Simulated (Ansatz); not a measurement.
AlPd₃N (anti-perovskite, Pm-3m) under volume change, plane-wave PAW PBE (Ansatz code), scaled uniformly.

```
V (Å³/atom)  E − E(relaxed) (meV/atom)  P (GPa)
-----------  -------------------------  -------
12.832                            72.5    20.12
13.255                             [?]      [?]
13.678                             7.1     5.53
14.102                             0.0    -0.01
14.525                             6.3    -4.62
14.948                             [?]      [?]
15.371                            50.4   -11.65
```

**Question.** What belongs in the gaps?

**Answer.** 
- 13.255, E − E(relaxed) (meV/atom): 30.2
- 13.255, P (GPa): 12.17
- 14.948, E − E(relaxed) (meV/atom): 23.7
- 14.948, P (GPa): -8.46

**Question.** What does a third-order Birch–Murnaghan fit give for V₀, B₀ and B′?

**Answer.** V₀ = 14.10 Å³/atom, B₀ = 168 GPa, B′ = 5.1.

The start of the workflow was typed in or built on a structure type; neither database checked (COD, Materials Project) lists it. Its standing as an ambient phase is unchecked. The PBE relaxation kept the symmetry of its start; whether a distortion lowers the energy is not shown. The run is not spin-polarised. The volume moved by 19 % from the start of the relaxation. Spin–orbit coupling is left out wherever it is not named.

Potentials: the later of the program's two PAW sets.
